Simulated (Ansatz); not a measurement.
# Zn2CdSe3: rattling a relaxed structure

The cell was found from a structure generator's guess, not taken from experiment.

Theory: DFT PBE, scalar-relativistic, plane waves, PAW in Ansatz 0.2.0. Plane waves to 420 eV, a k mesh through Γ of 6×6×2 on the computed 12-atom cell and Gaussian smearing (0.02 eV); no spin polarisation.

The cell below (12 atoms, space group P6_3mc (No. 186)) is relaxed within its symmetry.

```
Zn Cd Se
1.0
     4.14846    0.00000    0.00000
    -2.07423    3.59267    0.00000
     0.00000    0.00000   20.57005
Zn Cd Se
4 2 6
Cartesian
  0.0000 2.3951 20.5224
  0.0000 2.3951 6.9672
  2.0742 1.1976 10.2373
  2.0742 1.1976 17.2522
  0.0000 2.3951 13.7931
  2.0742 1.1976 3.5080
  0.0000 2.3951 2.4305
  0.0000 2.3951 9.4552
  0.0000 2.3951 16.4613
  2.0742 1.1976 6.1763
  2.0742 1.1976 12.7155
  2.0742 1.1976 19.7403
```

For the test it was strained at random (σ = 1.5 % a component), the atoms were moved at random (σ = 0.05 Å), and all was relaxed again on a coarse 6×6×1 mesh (in the run’s order of axes) with 0.10 eV smearing, with no symmetry imposed.

Q: Does it come back?

A: It returns, within 1 meV/atom of the unmoved cell on that mesh and with the same symmetry when read at 0.1 Å (Cmc2_1 at 0.01 Å, so small strains and shifts remain). No instability shows in this cell; modes of other wave vectors, which need another repeat, aren't tested.
